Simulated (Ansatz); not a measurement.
Does relaxation matter for the field gradients of SiO₂?

Start: a structure deposited in the COD, atoms as given.

Space group P4_12_12 (No. 92); a = 4.9709, c = 6.9278 Å.

| site | Wyckoff | site symmetry | x | y | z |
| --- | --- | --- | --- | --- | --- |
| Si | 4a | ..2 | 0.3005 | 0.3005 | 0.0000 |
| O | 8b | 1 | 0.2392 | 0.1037 | 0.1786 |

One atom of each set is listed.

Level of theory: DFT, PBE, plane waves and PAW, scalar-relativistic, 420 eV cutoff, Γ-centred 5×5×4 k-points, Fermi–Dirac smearing 0.02 eV (Ansatz 0.2.0).

The largest force at the start is 0.50 eV/Å. Relaxing the ions at fixed cell moves them by 0.081 Å at most (atom 7, O) and 0.069 Å rms.

```
site  moved (Å)               first shell before                first shell after  V_zz before (10²¹ V/m²)  η before
  Si      0.035               4 O at 1.60–1.61 Å               4 O at 1.62–1.63 Å                    -0.54      0.96
   O      0.081  2 Si at 1.60–1.61 Å, angle 147°  2 Si at 1.62–1.63 Å, angle 143°                     9.08      0.14
```

Question: What are V_zz and η after the relaxation?

Answer: 

| site | V_zz after | η after | change of V_zz |
| --- | --- | --- | --- |
| Si | -0.40 | 0.87 | +0.14 |
| O | 9.44 | 0.19 | +0.36 |

The largest change of V_zz is on O, from 9.08 to 9.44. In per cent, |V_zz| changes by -26 on Si, +4 on O (all sites that start above 0.5).
